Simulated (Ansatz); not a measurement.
A band-structure calculation of an 8-atom cell of Sn3PbO4 built on the litharge structure (relaxed group Pmm2) with Ansatz, at the level PBE. The cell was relaxed beforehand with r2SCAN+rVV10.

input.yaml:
```yaml
crystal:
  lattice:
    - [3.8419972925, 0.0, 0.0]
    - [0.0, 7.6471459501, 0.0]
    - [0.0, 0.0, 4.8584862354]
  atoms:
    - { symbol: Sn, position: [0.5, 0.7509439648, 0.7692607374] }
    - { symbol: Sn, position: [0.0, 0.0, 0.2300520879] }
    - { symbol: O, position: [0.5, 0.0, -0.0028768102] }
    - { symbol: O, position: [0.0, 0.7594007384, -0.0091937126] }
    - { symbol: Sn, position: [0.5, 0.2490560352, 0.7692607374] }
    - { symbol: Pb, position: [0.0, 0.5, 0.2627938577] }
    - { symbol: O, position: [0.5, 0.5, -0.0101031852] }
    - { symbol: O, position: [0.0, 0.2405992616, -0.0091937126] }
kpoints:
  mp_grid: { grid: [6, 4, 6] }
  band_path:
    path:
      - [[0.0, 0.0, 0.0], [0.5, 0.0, 0.0], [0.5, 0.5, 0.0], [0.0, 0.5, 0.0], [0.0, 0.0, 0.0], [0.0, 0.0, 0.5], [0.5, 0.0, 0.5], [0.5, 0.5, 0.5], [0.0, 0.5, 0.5], [0.0, 0.0, 0.5]]
      - [[0.5, 0.0, 0.0], [0.5, 0.0, 0.5]]
      - [[0.0, 0.5, 0.0], [0.0, 0.5, 0.5]]
      - [[0.5, 0.5, 0.0], [0.5, 0.5, 0.5]]
    npoints: 10
hamiltonian:
  xc: pbe
scf:
  occupations: { method: fermi_dirac, width: 0.02 }
  n_extra_bands: 6
output:
  forces: true
  stress: true
  eigenvalues: true
  write_density: true
  write_potential: true
  elf: true
  volumetric_format: npy
```

Run as `ansatz run input.yaml --threads 2 --pin off --max-ram 29491MiB --backend cpu --events-out ev --progress --plain --runs-dir out`.

Q: What wall time did it need on 2 threads of AMD EPYC 7R13 Processor (Zen 3), with other jobs on the host, load about 2.1 per core, and how much host memory at the peak?

A: About 32 s, with a peak of 0.9 GiB.

Q: Predict the output.

A: The log, with set-up remarks and timings taken out:
```
Functional definition: PBE
Crystal: 8 atoms, lattice volume = 142.744 Å³
Basis set: ecut = 420 eV, 2809 PW (Γ)
Bands: 46, of which v1, the nominal top of the filled ones, is band 40 counted from 1 (39 counted from 0)
Symmetry: 4 space group operations
Space group: Pmm2 (ITA 25)
k-points: 48 of 144 (time reversal used)
SCF 1 converged in 8 iterations: F = -32248.600176 eV  dr2 = 8.96e-8
Free energy (F): -32248.600176 eV
Internal energy: -32248.600154 eV  (E = F + TS)
E sigma→0 (E₀):  -32248.600165 eV
Entropy (-TS):   -0.000022 eV (-0.003 meV/atom)
Fermi energy:    10.032234 eV
--- Forces (eV/Å), atoms counted from 1 ---
  atom   1  Sn      0.00000    -0.00147    -0.48442
  atom   2  Sn      0.00000      0.00000      0.51565
  atom   3  O       0.00000      0.00000      0.01907
  atom   4  O       0.00000    -0.08282      0.02041
  atom   5  Sn      0.00000      0.00147    -0.48442
  atom   6  Pb      0.00000      0.00000      0.34153
  atom   7  O       0.00000      0.00000      0.05177
  atom   8  O       0.00000      0.08282      0.02041
--- Stress (GPa, compression-positive) ---
        5.494571       0.000000       0.000000
        0.000000       5.483066       0.000000
        0.000000       0.000000       4.369200
  P = ⅓ Tr σ = 5.1156 GPa (51.156 kbar)
```
Iteration counts and the last digits belong to this one run.

Levels along the path, in eV from the valence top (v1 is the last filled band, c1 the first empty one):
```csv
point,distance (1/Å),v3,v2,v1,c1,c2
Γ,0.00,-2.79,-2.45,-0.02,2.15,3.19
·,0.41,-2.50,-2.17,-0.49,1.90,1.98
X,0.82,-2.18,-2.03,-1.64,0.23,0.25
·,1.02,-2.38,-2.08,-1.89,0.78,0.87
S,1.23,-2.21,-2.13,-2.11,1.73,1.89
·,1.64,-2.51,-1.06,-0.42,2.05,2.09
Y,2.05,-3.28,-0.82,-0.16,2.79,2.92
·,2.25,-3.03,-1.57,0.00,2.53,2.97
Γ,2.46,-2.79,-2.45,-0.02,2.15,3.19
·,2.78,-2.34,-1.90,-0.60,1.72,2.86
Z,3.10,-2.13,-1.71,-1.44,1.65,2.56
·,3.51,-1.80,-1.75,-1.42,1.47,2.66
U,3.92,-2.18,-1.64,-1.43,2.39,2.44
·,4.13,-2.15,-1.69,-1.52,2.48,2.59
R,4.33,-1.81,-1.77,-1.74,2.59,2.80
·,4.74,-1.72,-1.68,-1.64,1.68,1.85
T,5.15,-1.73,-1.59,-1.37,1.40,1.60
·,5.36,-1.92,-1.71,-1.41,1.68,2.13
Z,5.56,-2.13,-1.71,-1.44,1.65,2.56
X,5.56,-2.18,-2.03,-1.64,0.23,0.25
·,5.82,-2.08,-1.99,-1.90,0.80,0.82
·,6.14,-2.18,-1.66,-1.45,2.30,2.33
U,6.21,-2.18,-1.64,-1.43,2.39,2.44
Y,6.21,-3.28,-0.82,-0.16,2.79,2.92
·,6.40,-3.22,-0.89,-0.30,2.50,2.61
·,6.72,-2.14,-1.41,-1.03,1.53,1.71
T,6.85,-1.73,-1.59,-1.37,1.40,1.60
S,6.85,-2.21,-2.13,-2.11,1.73,1.89
·,6.98,-2.16,-2.08,-2.06,1.77,1.89
·,7.31,-1.85,-1.83,-1.79,2.26,2.41
R,7.50,-1.81,-1.77,-1.74,2.59,2.80
```

Planar averages along the third cell vector, from rho_z.tsv and v_z.tsv (valence density with its augmentation; electrostatic potential energy of an electron, of which only differences have a meaning):
```
z (Å)  ρ (e/Å³)  v_es (eV)
 0.00     1.015       1.58
 0.13     0.931       2.16
 0.27     0.776       3.01
 0.40     0.619       3.91
 0.67     0.537       5.72
 0.81     0.619       5.79
 0.94     0.730       5.81
 1.08     0.811       5.81
 1.21     0.819       5.67
 1.35     0.745       5.44
 1.48     0.615       5.26
 1.62     0.472       5.35
 1.89     0.253       6.98
 2.02     0.187       8.41
 2.16     0.146       9.79
 2.29     0.123      10.72
 2.43     0.112      11.08
 2.56     0.112      11.01
 2.70     0.121      10.53
 2.83     0.143       9.61
 3.10     0.258       7.89
 3.24     0.378       7.76
 3.37     0.546       8.12
 3.51     0.730       8.74
 3.64     0.872       9.22
 3.78     0.916       9.31
 3.91     0.854       8.85
 4.05     0.739       8.03
 4.32     0.650       4.35
 4.45     0.749       2.69
 4.59     0.892       1.73
 4.72     0.998       1.40
```

PBE gives an indirect gap of 0.23 eV, from Y–Γ (0.60 of the way from Y) to X; the least direct gap is 1.87 eV at X. With the atoms held, the mean pressure is +5.12 GPa (compression positive). The largest force is 0.52 eV/Å.

Simulation only: spin-unpolarised, and no claim that this is the phase found in nature.

Spin-orbit coupling is left out; in compounds of Pb, Bi, Tl or Hg it can lower a gap by up to about 1 eV, split its edges or invert the bands.
